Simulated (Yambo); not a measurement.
Consider the following.

```
RbMo2AlO8
1.0
    5.65367     0.00000     0.00000
   -2.82684     4.89622     0.00000
    0.00000     0.00000     7.47600
O Al Rb Mo
8 1 1 2
Direct
  0.15769   0.84231   0.34947
  0.84231   0.15769   0.65053
  0.15769   0.31538   0.34947
  0.84231   0.68462   0.65053
  0.68462   0.84231   0.34947
  0.31538   0.15769   0.65053
  0.33333   0.66667   0.04090
  0.66667   0.33333   0.95910
  0.00000   0.00000   0.50000
  0.00000   0.00000   0.00000
  0.33333   0.66667   0.27500
  0.66667   0.33333   0.72500
```

Workflow: PBEsol (Quantum ESPRESSO, PseudoDojo norm-conserving, 84 Ry, scalar-relativistic), then G0W0 in Yambo (3×3×2 Γ-centred k mesh, bands 3 to 230 and a 6 Ry block in the screening, 230 bands in G with the Bruneval-Gonze terminator, plasmon pole fitted at 27.2 eV).

### Question
Give the PBEsol and G0W0 gaps between the band edges found on this mesh, and say where the edges lie.

### Answer
Edges: Γ → Γ. PBEsol: 3.68 eV; G0W0: 6.34 eV. Nearest settings tried, and what they do to the gap: 154 bands in W, 154 bands in G: +52 meV; 2 Ry block (73 vectors against 365): +428 meV. Not varied: mesh. So the settings aren't converged at that level. Spin-orbit splittings are left out.

Geometry of the Materials Project entry, not relaxed at this level.

The structure is a Materials Project entry; no match was found in the copy of COD used, and its stability was not checked.
